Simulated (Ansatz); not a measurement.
Run times of several calculations on SiO₂

Cell: 12 atoms, space group P4_12_12, a = 4.957 Å, b = 4.957 Å, c = 6.890 Å, α = 90.00°, β = 90.00°, γ = 90.00°.

All runs are DFT with Ansatz 0.2.0 on 1 thread of AMD EPYC 9R14 (Zen 4) (x86_64; 16 cores open to the job, memory cap 3.0 GiB, no GPU), a shared host.

Problem. Rank the runs by wall time, shortest first.
A. relaxation of the ions, PBE, gradients read without the response of the cores, 420 eV, 4×4×3 k-points, smearing 0.02 eV
B. single point at relaxed positions, r2SCAN, gradients read without the response of the cores, 500 eV, 4×4×3 k-points, smearing 0.02 eV
C. single point, PBE, gradients read without the response of the cores, 420 eV, 4×4×3 k-points, smearing 0.02 eV

Solution. C (6.2 s, 0.42 GiB), B (11 s, 0.75 GiB), A (16 s, 0.45 GiB).
